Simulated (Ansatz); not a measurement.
The elements of this relaxed trial crystal are hidden behind letters.

```
lattice vectors (Å)
   4.7834    0.0000    0.0000
   0.0000    4.7834    0.0000
   0.0000    0.0000    4.7834
fractional positions
X 0.0000 0.5000 0.5000
X 0.5000 0.0000 0.5000
X 0.5000 0.5000 0.0000
Z 0.0000 0.0000 0.0000
Q 0.5000 0.5000 0.5000
```

Computed with DFT PBE, scalar-relativistic, plane waves, PAW (Ansatz). Settings of the last relaxation (5-atom cell): 420 eV, 8×8×8 k points, Gaussian smearing of 0.10 eV, no spin polarisation.

| Property | Result |
| --- | --- |
| Space group | Pm-3m (No. 221) |
| Conventional cell | a = 4.783 Å |
| Volume per atom | 21.89 Å³ |
| Density | 1.73 g/cm³ |
| Formation energy | +0.21 eV/atom |
| Gap on the 8×8×8 mesh of the 5-atom cell | 0 eV (a metal) |

Energies are uncorrected and count from the elements' standard states at the same level.

Question: X is an s-block element of period 3, Z is an s-block element of period 2 and Q is a p-block element of period 3. Which elements are they?

Answer: X = Mg, Z = Be, Q = S, so the formula is Mg3BeS, here in the antiperovskite type. Density times volume gives a mean mass of 1.73 × 21.89/1.6605 = 22.8 u per atom, and this set has 22.8 u. Among the elements that the hints allow, noble gases aside, only these give it. Mg is surrounded by 2 S at 2.39 Å, 4 Be at 3.38 Å and 8 Mg at 3.38 Å; around Be lie 12 Mg at 3.38 Å (long against covalent radii, as for large ions); S is surrounded by 6 Mg at 2.39 Å.

Symmetry constrained the relaxation, so the result can be a saddle point. Another cell of Mg3BeS relaxed alike, in P-31m, lies 0.34 eV/atom lower, so this cell isn't the stable form at this level.
